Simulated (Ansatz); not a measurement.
A geometry of ZrO$_{2}$ away from equilibrium: the start of the relaxation of a generated cell, ZrO2 built in the AFLOW prototype A2B_hP9_189_fg_bc (C22, as in Fe2P). These are PBE (plane waves to 420 eV, PAW, scalar-relativistic; Ansatz, a quantum-chemistry and plane-wave program) values and carry that method's errors. Γ-centred k-mesh 5×5×7 on the run's cell (coarser than for final values), Fermi–Dirac smearing 0.05 eV.

```xyz
9
Lattice="5.8918 0.0000 0.0000 -2.9459 5.1024 0.0000 0.0000 0.0000 3.4456" Properties=species:S:1:pos:R:3:forces:R:3 pbc="T T T" free_energy=-15969.733 pressure_GPa=-25.5
O      1.5083     0.0000     0.0000    0.5988    0.0000    0.0000
O     -0.7541     1.3062     0.0000   -0.2994    0.5186    0.0000
O      2.1917     3.7962     0.0000   -0.2994   -0.5186    0.0000
O      3.4702     0.0000     1.7228    0.4063    0.0000    0.0000
O     -1.7351     3.0053     1.7228   -0.2032    0.3519    0.0000
O      1.2108     2.0971     1.7228   -0.2032   -0.3519    0.0000
Zr     0.0000     0.0000     1.7228    0.0000    0.0000    0.0000
Zr     0.0000     3.4016     0.0000    0.0000    0.0000    0.0000
Zr     2.9459     1.7008     0.0000    0.0000    0.0000    0.0000
```

Positions in Å, forces in eV/Å, free energy of the cell in eV (comparable only within this code, potentials and settings). Largest force: 0.60 eV/Å, on O1, O2, O3 (atoms numbered as listed); the geometry lies 0.13 eV/atom above the end of its relaxation.

No spin polarisation in the result.

The run could not lose the symmetry of its start, so the end can be a saddle point.

The end of the path is a generated cell of ZrO2: the first start was made by placing the elements on the sites of a structure type, and the end was not matched to a known phase here, so it may be hypothetical. Known forms of ZrO2 include space group No. 14, 137, 225.
